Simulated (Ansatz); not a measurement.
LuSb (rock salt, space group No. 225) under volume change, plane-wave PAW LDA (Ansatz code), scaled uniformly.

| V (Å³/atom) | E − E(relaxed) (meV/atom) | P (GPa) |
|---|---|---|
| 23.703 | 56.3 | 8.32 |
| 24.485 | 23.7 | 5.12 |
| 25.266 | 5.6 | 2.37 |
| 26.047 | 0.0 | 0.00 |
| 26.829 | 5.1 | -2.02 |
| 27.610 | 19.3 | -3.77 |
| 28.392 | 41.4 | -5.28 |

### Question
What does a third-order Birch–Murnaghan fit give for V₀, B₀ and B′?

### Answer
V₀ = 26.05 Å³/atom, B₀ = 72.9 GPa, B′ = 4.0.

Space group Fm-3m (rock salt). The workflow started from a Materials Project entry (that database holds measured and hypothetical structures alike); the Crystallography Open Database copy checked does not list it. Whether it is the stable phase at ambient conditions was not checked. The LDA relaxation kept the symmetry of its start; of distortions, only those at the zone centre were tested. Scalar-relativistic: spin–orbit coupling is off unless named, which matters more the heavier the elements.

Potentials: the later of the program's two PAW sets.
